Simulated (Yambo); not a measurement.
K$_{3}$Cu$_{3}$P$_{2}$ (space group R-3m, No. 166), G0W0@PBEsol in Yambo with this input:

```
rim_cut
gw0
dyson
el_el_corr
HF_and_locXC
ppa
em1d
RandQpts= 1000000
RandGvec= 1 Ry
EXXRLvcs= 92 Ry
VXCRLvcs= 368 Ry
Chimod= "HARTREE"
% BndsRnXp
 13 | 280 |
%
NGsBlkXp= 7 Ry
% LongDrXp
 1.0 | 1.0 | 1.0 |
%
PPAPntXp= 27.2114 eV
% GbndRnge
 1 | 280 |
%
GTermKind= "BG"
DysSolver= "n"
ExtendOut
```

On a 2×2×2 mesh, with wavefunctions cut at 92 Ry, the gap (Z → F) is 1.767 eV and the valence edge shifts by -0.407 eV.

**Question.** What happens with this change: 140 bands in W?

**Answer.** The gap rises by 0.064 eV, to 1.831 eV; the shift of the valence edge becomes -0.322 eV. Neither run is shown to be the converged limit.

Geometry of the Materials Project entry, not relaxed at this level; primitive cell a = 7.4199 Å, b = 7.4199 Å, c = 7.4199 Å, α = 44.83°, β = 44.83°, γ = 44.83°.

A shift is the quasiparticle energy of the state minus its PBEsol energy.
